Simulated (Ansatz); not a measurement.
Given:

Cr$_{3}$Se$_{4}$:
```xyz
7
Lattice="6.6885 1.8348 0.0000 -6.6885 1.8348 0.0000 -2.9237 0.0000 5.7092" Properties=species:S:1:pos:R:3 pbc="T T T"
Cr    -1.4618     1.8348     2.8546
Cr    -4.1432     1.8348     1.2573
Cr     1.2196     1.8348     4.4519
Se     3.3656     1.8348     2.9797
Se    -6.2893     1.8348     2.7294
Se    -1.8051     1.8348     0.2768
Se    -1.1186     1.8348     5.4323
```
The run is spin-polarised; directions of the spins, atom by atom: ↑ ↑ ↑ 0 0 0 0.

This is the r²SCAN-relaxed structure.

All from plane-wave PAW r²SCAN (Ansatz code), unless another level is named. Give the electronic character.

metallic (no gap).

And the density of states at the Fermi level?

0.26 states/eV per atom (mean over ±0.08 eV).

Next, the formation energy from the elements (no fitted shifts)?

-0.83 eV/atom.

Space group C2/m. The workflow started from an entry of the Crystallography Open Database (COD). Whether it is the stable phase at ambient conditions was not checked. The r²SCAN relaxation kept the symmetry of its start; its stability against distortions is not shown here. Spin order of the final state: ferromagnetic, the only order run, not a proven ground state. Other orbital occupations within this spin state were not tried. No Hubbard U is applied. The compound may be a true metal, but semilocal functionals without U, or a wrong spin order, can also close a gap. The references are the lowest solids computed at this level, not always the standard phases. Scalar-relativistic: spin–orbit coupling is off unless named, which matters more the heavier the elements.

Potentials: the later of the program's two PAW sets.
